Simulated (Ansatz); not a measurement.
Relaxation of a relaxed ZnCu2SnS4 cell with every coordinate shifted by Gaussian noise of σ = 0.1 Å; 8 atoms in the cell, which starts as P1 (No. 1), aP8; a = b = 5.4693 Å, c = 6.6962 Å, α = β = 114.10°, γ = 90.00°. Computed with PBE (plane waves to 420 eV, PAW, scalar-relativistic; Ansatz, an electronic-structure program). Γ-centred k-mesh 5×5×6 on the run's cell (coarser than for final values), Fermi–Dirac smearing 0.05 eV. This is the first round of the run. 

The optimiser's lines from the output (shortened; P is positive under compression):

```
relax step   1: F+E_penalty+E_count = -26204.96513579 eV  Δ(F+E_penalty+E_count) = +0.000e0 eV  max|allowed force component| = 1.751e0 eV/Å  Δτ_max = 0.0000 Å  P = +1.861 GPa  Ω = 163.519 Å³  (11 SCF iters, dr2 threshold 1.00e-7 eV, accepted)
relax step   2: F+E_penalty+E_count = -26205.49849115 eV  Δ(F+E_penalty+E_count) = -5.334e-1 eV  max|allowed force component| = 4.779e-1 eV/Å  Δτ_max = 0.1760 Å  P = +1.651 GPa  Ω = 161.466 Å³  (9 SCF iters, dr2 threshold 8.00e-7 eV, accepted)
relax step   3: F+E_penalty+E_count = -26205.59455447 eV  Δ(F+E_penalty+E_count) = -9.606e-2 eV  max|allowed force component| = 2.671e-1 eV/Å  Δτ_max = 0.0528 Å  P = +0.180 GPa  Ω = 163.673 Å³  (9 SCF iters, dr2 threshold 8.00e-7 eV, accepted)
relax step   4: F+E_penalty+E_count = -26205.64664010 eV  Δ(F+E_penalty+E_count) = -5.209e-2 eV  max|allowed force component| = 1.116e-2 eV/Å  Δτ_max = 0.1244 Å  P = -0.018 GPa  Ω = 163.564 Å³  (9 SCF iters, dr2 threshold 8.00e-7 eV, accepted)
relax step   5: F+E_penalty+E_count = -26205.64718195 eV  Δ(F+E_penalty+E_count) = -5.419e-4 eV  max|allowed force component| = 1.673e-3 eV/Å  Δτ_max = 0.0059 Å  P = -0.014 GPa  Ω = 163.546 Å³  (7 SCF iters, dr2 threshold 9.75e-8 eV, accepted)
relax step   6: F+E_penalty+E_count = -26205.64721931 eV  Δ(F+E_penalty+E_count) = -3.736e-5 eV  max|allowed force component| = 7.485e-4 eV/Å  Δτ_max = 0.0005 Å  P = +0.002 GPa  Ω = 163.509 Å³  (7 SCF iters, dr2 threshold 5.93e-9 eV, accepted)
relax step   7: F+E_penalty+E_count = -26205.64721539 eV  Δ(F+E_penalty+E_count) = +3.926e-6 eV  max|allowed force component| = 7.432e-4 eV/Å  Δτ_max = 0.0000 Å  P = +0.004 GPa  Ω = 163.509 Å³  stress off target by 5.06e-3 GPa  SCF on the basis re-selected at this cell (its energy is not comparable with the rows above)  (9 SCF iters)
```

From the first to the last row the energy changes by -0.09 eV/atom and the volume by 0.0 %. The last row is marked as not comparable with the walk above it, whose basis was carried along; it does compare with step 1, since both stand on a basis selected at the nominal cutoff for their own cell.

Later rounds, restarted from the end of this one on a renewed k-mesh, logged 2 more steps and released under 0.01 eV/atom more. The final structure after all rounds: I-4 (No. 82), tI16; a = 5.468 Å, b = 5.468 Å, c = 10.936 Å, α = 90.00°, β = 90.00°, γ = 90.00°. No spin polarisation in the result.
